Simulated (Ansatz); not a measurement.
Ba2ScO3F:
```yaml
crystal:
  lattice:
    - [-2.07370, 2.07370, 6.76218]
    - [2.07370, -2.07370, 6.76218]
    - [2.07370, 2.07370, -6.76218]
  atoms:
    - { symbol: Ba, position: [0.63637, 0.63637, 0.00000] }
    - { symbol: Ba, position: [0.36141, 0.36141, 0.00000] }
    - { symbol: Sc, position: [0.98715, 0.98715, 0.00000] }
    - { symbol: O, position: [0.00614, 0.50614, 0.50000] }
    - { symbol: O, position: [0.50614, 0.00614, 0.50000] }
    - { symbol: O, position: [0.83779, 0.83779, 0.00000] }
    - { symbol: F, position: [0.16502, 0.16502, 0.00000] }
```

Relaxed with r²SCAN. Special points in fractions of this cell's reciprocal vectors: Γ (0.000, 0.000, 0.000); X (0.000, 0.000, 0.500); P (0.250, 0.250, 0.250); N (0.000, 0.500, 0.000); M (0.500, 0.500, -0.500); S (0.274, 0.726, -0.274); S0 (-0.274, 0.274, 0.274); R (-0.047, 0.047, 0.500); G (0.500, 0.500, -0.047).

**Question.** List the band energies nearest the valence-band maximum at these points for the program Ansatz at the r²SCAN level (PAW).

**Answer.** In eV from the valence-band maximum; about four levels below and three above (degenerate sets whole), none deeper than 8.9 eV; points with the same levels are listed once.

```
k                    below           above
-  -----------------------  --------------
Γ  -0.62 -0.62 -0.22 -0.22  4.56 4.74 4.86
X   -0.99 -0.52 -0.33 0.00  4.98 5.48 5.66
P   -0.95 -0.43 -0.43 0.00  5.22 5.22 5.67
N  -1.02 -0.92 -0.64 -0.53  5.55 5.56 5.82
M  -0.64 -0.64 -0.18 -0.18  4.01 4.59 5.25
S  -0.97 -0.90 -0.77 -0.50  5.54 5.58 5.81
R  -1.00 -0.56 -0.35 -0.02  5.01 5.39 5.79
```

Space group I4mm. The workflow started from a Materials Project entry (that database holds measured and hypothetical structures alike); the Crystallography Open Database copy checked does not list it. Its standing as an ambient phase is unchecked. Symmetry was held in the r²SCAN relaxation; whether a distortion lowers the energy is not shown. The run is not spin-polarised. Spin–orbit coupling is left out wherever it is not named.

Potentials: the later of the program's two PAW sets.
